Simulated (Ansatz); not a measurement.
Values for one crystal, relaxed and computed with r²SCAN (plane waves, PAW; program Ansatz); other levels are named.

```yaml
volume_per_atom: 21.89 Å³
electronic_character: metallic (no gap)
Density of states at the Fermi level: 0.66 states/eV per atom (mean over ±0.08 eV)
Gap with spin–orbit coupling: none (metallic)
Bulk modulus (Birch–Murnaghan fit): 80.7 GPa
Pressure derivative B′: 5.2
Formation energy from the elements (no fitted shifts): -0.88 eV/atom
```

### Question
Pick the material that matches.
(A) Ta2SiN, P6_3/mmc (Si on 2d, Ta on 4f, N on 2a)
(B) ZnSe, P-6m2 (Zn on 1a, Se on 1f)
(C) Ta3As, P4_2/n (Ta on 8g, Ta on 8g, Ta on 8g, As on 8g)
(D) Ta4GaSe8, F-43m (Ta on 16e, Ga on 4b, Se on 16e, Se on 16e)

### Answer
D, Ta4GaSe8, F-43m (Ta on 16e, Ga on 4b, Se on 16e, Se on 16e)

The first step of the workflow began from a Materials Project structure, measured or hypothetical; the Crystallography Open Database files this formula in space group No. 216, but the cells were not matched. Its standing as an ambient phase is unchecked. The cell was relaxed with r²SCAN under the symmetry of its start; its stability against distortions is not shown here. No spin polarisation was allowed. With an odd number of electrons in the cell and no spin polarisation, the count alone makes it a metal. The references are the lowest solids computed at this level, not always the standard phases. Scalar-relativistic: spin–orbit coupling is off unless named, which matters more the heavier the elements.

Potentials: the earlier of the program's two PAW sets.
